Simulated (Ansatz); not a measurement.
Lattice vibrations of Si$_{7}$C at Γ

The calculation used DFT PBE, scalar-relativistic, plane waves, PAW in Ansatz. Plane waves to 420 eV; Γ-centred k mesh 8×8×8; Fermi-Dirac smearing of 0.15 eV. No spin polarisation. Phonons by linear response, acoustic sum rule imposed.

The cell, relaxed at this level:
```
CELL_PARAMETERS angstrom
5.19496 0.00000 0.00000
0.00000 5.19496 0.00000
0.00000 0.00000 5.19496
ATOMIC_POSITIONS crystal
Si 0.22432 0.22432 0.22432
Si 0.00000 0.50000 0.50000
Si 0.50000 0.50000 0.00000
Si 0.50000 0.00000 0.50000
Si 0.77568 0.22432 0.77568
Si 0.77568 0.77568 0.22432
Si 0.22432 0.77568 0.77568
C 0.00000 0.00000 0.00000
```

The cell was built by swapping an element in a database structure (itself possibly hypothetical) and relaxing; it need not be the stable form of this composition. In a metal, frequencies and elastic constants depend on the k mesh and the smearing, soft modes and shear constants most.

(1) Is this structure stable against zone-centre distortions?

(2) List the optical modes at Γ (i marks imaginary ones).

## Answers

(1) Yes, at Γ: no optical mode is imaginary. Strains and other wave vectors aren't tested by this run.

(2)
```tsv
frequency (cm⁻¹)	degeneracy
163	3
172	3
411	1
435	2
436	3
472	3
478	3
572	3
```

Cost: 1 run of about 5.6 core-minutes, on Arm Neoverse V2 (shared hosts).